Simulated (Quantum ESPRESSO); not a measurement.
Simulation results for Zr₂NbAl₃PdRh (simulated cell)

All values are calculated (Quantum ESPRESSO 7.5). Calculation on a made-up metal alloy cell, not a measurement: no spin or spin-orbit, unrelaxed, 2900 K smearing, stress positive in tension, cell energy less fitted offsets; periodic Kohn-Sham density functional theory in plane waves with PseudoDojo standard norm-conserving scalar-relativistic pseudopotentials, each functional with its own files (v0.5 for PBE, v0.4.1 for LDA and PBEsol), eight atoms on drawn sites of a strained close-packed or body-centred lattice, each displaced and held fixed; the energy is the cell's free energy, ions and the entropy term -TS included, at the stated Fermi-Dirac width, less a fixed offset for each atom's element (shifted free energy); compositions with an open d shell lost a parallel starting moment in a cheaper test run, and other magnetic orders were not tried; an error bar is the largest change of its kind in a tighter rerun, never given below 0.002 eV, 0.02 GPa or 0.003 eV/angstrom, and covers cutoff and k-mesh only, not smearing or the files.

Settings shared by all entries: lattice type hexagonal close-packed; functional pbe; cutoff 1197 eV; fermi dirac smearing 0.25 eV; electrons removed 0; run command mpirun -np 4 pw.x -nk 4 -in in; run processor Intel Xeon, 2023 or later, virtual cores; k mesh 8 x 5 x 3 shifted half a step off Gamma on each axis.

Notes on all entries: a spin test at this wide smearing found no moment, but such smearing suppresses magnetism that the real alloy may have; lattice, volume and sites are drawn at random and may be unstable or far from any real phase; energies are for the whole cell, less offsets fitted to these runs, so they are not formation energies; error bars: energy 0.0038 eV, stress 0.038 GPa, force 0.0095 eV/Å, from a tighter rerun of a related cell, whose elements or sites may differ.

(1) 
```cif
# cell vector a (Å): 2.9660 -0.0071 0.0056
# cell vector b (Å): -0.0122 5.1642 0.0262
# cell vector c (Å): 0.0186 0.0499 9.9043
data_Zr2NbAl3PdRh
_symmetry_space_group_name_H-M 'P 1'
_symmetry_Int_Tables_number 1
_cell_length_a 2.9660
_cell_length_b 5.1643
_cell_length_c 9.9044
_cell_angle_alpha 89.421
_cell_angle_beta 89.785
_cell_angle_gamma 90.272
_cell_volume 151.70
loop_
_atom_site_label
_atom_site_type_symbol
_atom_site_fract_x
_atom_site_fract_y
_atom_site_fract_z
_atom_site_occupancy
Zr1 Zr 0.99833 0.00104 0.99251 1
Al1 Al 0.00035 0.00125 0.50378 1
Pd1 Pd 0.99012 0.32633 0.25214 1
Al2 Al 0.00286 0.33263 0.74614 1
Zr2 Zr 0.50893 0.49316 0.00688 1
Nb1 Nb 0.51862 0.49730 0.49720 1
Rh1 Rh 0.49137 0.84128 0.25541 1
Al3 Al 0.50286 0.83398 0.74626 1
_calc_entropy_term_negative_ts -1.364  # eV
_calc_pressure -8.46  # GPa
_calc_stress_xx 4.92  # GPa
_calc_stress_yy 5.75  # GPa
_calc_stress_zz 14.7  # GPa
_calc_stress_yz 0.18  # GPa
_calc_stress_xz -0.05049  # GPa
_calc_stress_xy -0.12  # GPa
_calc_shifted_free_energy -0.537  # eV
```

Atoms:
```csv
atoms element,atom site,atom energy offset (eV)
Zr,1,-1377.61
Al,2,-63.26
Pd,3,-3687.45
Al,4,-63.26
Zr,5,-1377.61
Nb,6,-1694.67
Rh,7,-3191.96
Al,8,-63.26
```

Forces:
```csv
site,x (eV/Å),y (eV/Å),z (eV/Å)
1,0.08,-0.462,0.756
2,0.075,-0.214,-0.805
3,0.07,-0.006,0.2
4,0.046,0.219,-0.418
5,-0.108,0.515,0.526
6,-0.165,0.513,-0.179
7,0.004,-0.269,0.163
8,-0.002,-0.295,-0.245
```

Notes: 19 SCF iterations, 238 s of wall time on a shared machine.

(2) 
```cif
# cell vector a (Å): 2.9660 -0.0071 0.0056
# cell vector b (Å): -0.0122 5.1642 0.0262
# cell vector c (Å): 0.0186 0.0499 9.9043
data_Zr2NbAl3PdRh
_symmetry_space_group_name_H-M 'P 1'
_symmetry_Int_Tables_number 1
_cell_length_a 2.9660
_cell_length_b 5.1643
_cell_length_c 9.9044
_cell_angle_alpha 89.421
_cell_angle_beta 89.785
_cell_angle_gamma 90.272
_cell_volume 151.70
loop_
_atom_site_label
_atom_site_type_symbol
_atom_site_fract_x
_atom_site_fract_y
_atom_site_fract_z
_atom_site_occupancy
Pd1 Pd 0.99833 0.00104 0.99251 1
Zr1 Zr 0.00035 0.00125 0.50378 1
Nb1 Nb 0.99012 0.32633 0.25214 1
Al1 Al 0.00286 0.33263 0.74614 1
Rh1 Rh 0.50893 0.49316 0.00688 1
Zr2 Zr 0.51862 0.49730 0.49720 1
Al2 Al 0.49137 0.84128 0.25541 1
Al3 Al 0.50286 0.83398 0.74626 1
_calc_entropy_term_negative_ts -1.472  # eV
_calc_pressure -6.11  # GPa
_calc_stress_xx 2.95  # GPa
_calc_stress_yy 2.49  # GPa
_calc_stress_zz 12.89  # GPa
_calc_stress_yz 0.37  # GPa
_calc_stress_xz 0.075  # GPa
_calc_stress_xy -0.02078  # GPa
_calc_shifted_free_energy 0.223  # eV
```

Atoms:
```csv
atoms element,atom site,atom energy offset (eV)
Pd,1,-3687.45
Zr,2,-1377.61
Nb,3,-1694.67
Al,4,-63.26
Rh,5,-3191.96
Zr,6,-1377.61
Al,7,-63.26
Al,8,-63.26
```

Forces:
```csv
site,x (eV/Å),y (eV/Å),z (eV/Å)
1,0.032,-0.086,-0.15
2,0.139,-0.16,-0.242
3,0.07,0.458,-2.051
4,0.037,0.08,1.577
5,-0.051,0.098,-0.007
6,-0.216,0.201,0.771
7,0.015,-0.436,-1.359
8,-0.025,-0.156,1.461
```

Notes: 20 SCF iterations, 241 s of wall time on a shared machine.

(3) 
```cif
# cell vector a (Å): 2.9660 -0.0071 0.0056
# cell vector b (Å): -0.0122 5.1642 0.0262
# cell vector c (Å): 0.0186 0.0499 9.9043
data_Zr2NbAl3PdRh
_symmetry_space_group_name_H-M 'P 1'
_symmetry_Int_Tables_number 1
_cell_length_a 2.9660
_cell_length_b 5.1643
_cell_length_c 9.9044
_cell_angle_alpha 89.421
_cell_angle_beta 89.785
_cell_angle_gamma 90.272
_cell_volume 151.70
loop_
_atom_site_label
_atom_site_type_symbol
_atom_site_fract_x
_atom_site_fract_y
_atom_site_fract_z
_atom_site_occupancy
Rh1 Rh 0.99833 0.00104 0.99251 1
Al1 Al 0.00035 0.00125 0.50378 1
Nb1 Nb 0.99012 0.32633 0.25214 1
Al2 Al 0.00286 0.33263 0.74614 1
Zr1 Zr 0.50893 0.49316 0.00688 1
Pd1 Pd 0.51862 0.49730 0.49720 1
Al3 Al 0.49137 0.84128 0.25541 1
Zr2 Zr 0.50286 0.83398 0.74626 1
_calc_entropy_term_negative_ts -1.41  # eV
_calc_pressure -8.07  # GPa
_calc_stress_xx 4.94  # GPa
_calc_stress_yy 10.24  # GPa
_calc_stress_zz 9.03  # GPa
_calc_stress_yz -0.43  # GPa
_calc_stress_xz 0.26  # GPa
_calc_stress_xy 0.01605  # GPa
_calc_shifted_free_energy -1.433  # eV
```

Atoms:
```csv
atoms element,atom site,atom energy offset (eV)
Rh,1,-3191.96
Al,2,-63.26
Nb,3,-1694.67
Al,4,-63.26
Zr,5,-1377.61
Pd,6,-3687.45
Al,7,-63.26
Zr,8,-1377.61
```

Forces:
```csv
site,x (eV/Å),y (eV/Å),z (eV/Å)
1,0.021,-0.099,0.153
2,0.033,0.277,-0.614
3,0.1,0.023,0.516
4,0.019,-0.156,-0.271
5,-0.051,-0.201,-0.296
6,-0.076,0.031,0.172
7,0.003,-0.127,-0.3
8,-0.049,0.251,0.64
```

Notes: 19 SCF iterations, 222 s of wall time on a shared machine.
